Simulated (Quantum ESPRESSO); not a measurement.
```
PtSnSe2S2
1.0
    3.70419     0.00000     0.00000
   -1.85210     3.20792     0.00000
    0.00000     0.00000    25.90000
S Se Sn Pt
2 2 1 1
Cartesian
  1.85210   1.06931   1.17676
  0.00000   2.13862   4.11730
  1.85210   1.06931  -4.11730
  0.00000   2.13862  -1.47954
  0.00000   0.00000   2.64812
  0.00000   0.00000  -2.78753
```

The two layers were stacked on one mean lattice constant, in the stacking of the first one's bulk, and relaxed with PBE+D3(BJ) in a cell 25.9 Å high, with the Coulomb interaction truncated along z.

Q: What does PBE (stringent potentials; Quantum ESPRESSO, PseudoDojo norm-conserving, 104 Ry, no spin-orbit coupling) give for the electronic structure near the Fermi level?

A: The PBE gap is indirect, 0.32 eV, from 71 % of the way from K to Γ to M; the smallest direct gap is 1.34 eV. Without spin-orbit coupling, band edges of such heavy elements can be off by tenths of an eV.
